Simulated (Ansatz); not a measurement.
## Ti2AlC: strain energy, fitted

Ti2AlC, P6_3/mmc, a = 3.055 Å, c = 13.718 Å. The structure is a Materials Project entry; whether it is the stable form wasn't checked. Ansatz: r2SCAN, PAW, 500 eV, Γ-centred 12×12×4 mesh on 8 atoms, Gaussian smearing 0.10 eV; no spin polarisation. Series: biaxial strain in the a-b plane, c and atoms relaxed; x is the strain in per cent. y is the free energy over the unstrained cell, V0 = 13.858 Å³/atom.

```tsv
x (%)	y (meV/atom)
-3.0	30.36
-1.5	7.40
0.0	0.00
1.5	6.75
3.0	?
```

Q: Fit y = c2 x² + c3 x³ to the other rows, turn c2 into a modulus, and predict the missing energy.

A: Least squares on the rows shown. y = 3.1327 x² − 0.080687 x³. In eV per unit strain² c2 is 31.33; M is the biaxial modulus (E = M V0 ε²): 31.33 × 160.2 / (13.858) = 362 GPa. The unstrained cell keeps some stress along the strain, worth a slope of -0.06 meV/atom per %, which the form leaves out. At x = 3.0 the fit asked for gives 26.02 meV/atom. The run gave 26.29 meV/atom, so the fit is 0.27 meV/atom too low, 0.89 % of the span of the series, against an rms of 0.05 meV/atom on the fitted rows. The row lies outside the fitted range. With a term in x⁴ added, a fit to the same known rows (none to spare) predicts 25.16 meV/atom, further off still.